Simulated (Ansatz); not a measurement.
Cs₂ScAgCl₆:
```yaml
crystal:
  lattice:
    - [0.00000, 5.27925, 5.27925]
    - [5.27925, 0.00000, 5.27925]
    - [5.27925, 5.27925, 0.00000]
  atoms:
    - { symbol: Cs, position: [0.75000, 0.75000, 0.75000] }
    - { symbol: Cs, position: [0.25000, 0.25000, 0.25000] }
    - { symbol: Sc, position: [0.00000, 0.00000, 0.00000] }
    - { symbol: Ag, position: [0.50000, 0.50000, 0.50000] }
    - { symbol: Cl, position: [0.76360, 0.23640, 0.23640] }
    - { symbol: Cl, position: [0.23640, 0.76360, 0.76360] }
    - { symbol: Cl, position: [0.23640, 0.76360, 0.23640] }
    - { symbol: Cl, position: [0.76360, 0.23640, 0.76360] }
    - { symbol: Cl, position: [0.23640, 0.23640, 0.76360] }
    - { symbol: Cl, position: [0.76360, 0.76360, 0.23640] }
```

This is the HSE06-relaxed structure.

All from HSE06 (plane waves, PAW; program Ansatz), unless another level is named. Predict the smallest direct gap on the standard path.

5.12 eV.

Give the band gap.

4.96 eV (indirect).

Predict the conduction-band minimum.

at X (3 equivalent valleys).

Predict the valence-band maximum.

at L.

Space group Fm-3m. The first step of the workflow began from a Materials Project structure, measured or hypothetical; the Crystallography Open Database copy checked does not list it. Whether it is the stable phase at ambient conditions was not checked. The HSE06 relaxation kept the symmetry of its start; its stability against distortions is not shown here. The run is not spin-polarised. The hybrid was solved on a coarse mesh, the path and, where they were found, the r²SCAN edge points; its band edges are the extreme levels among these. Spin–orbit coupling is left out wherever it is not named.

Potentials: the later of the program's two PAW sets.
